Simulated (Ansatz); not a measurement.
HgTe (zinc blende), relaxed with LDA (Ansatz, a program for electronic structure, plane waves, PAW): a = 6.435 Å, b = 6.435 Å, c = 6.435 Å, α = 90.00°, β = 90.00°, γ = 90.00°.

ΔH_f (eV/atom): -0.12
B₀ by P(V) fit (GPa): 47.4
K_Hill (GPa): 47.4
G_Hill (GPa): 15.2
highest Γ mode, no LO–TO term (cm⁻¹): 116
Θ_D (K): 142

Question: The same phase is relaxed and computed with r²SCAN in the same code. What are the cell and these values now?

Answer: a = b = c = 6.5728 Å, α = β = γ = 90.00°.

ΔH_f (eV/atom): -0.20
B₀ by P(V) fit (GPa): 40.1
K_Hill (GPa): 40.1
G_Hill (GPa): 13.8
highest Γ mode, no LO–TO term (cm⁻¹): 101
Θ_D (K): 137

All cells were relaxed under the symmetry of their starts (and spin orders); stability against distortions was not tested throughout. Scalar-relativistic: spin–orbit coupling is off unless named, which matters more the heavier the elements.

Potentials: the later of the program's two PAW sets.

Ansatz is a plane-wave DFT program.

Formation energies count from the lowest solids of the elements computed at the same level, not from gases.
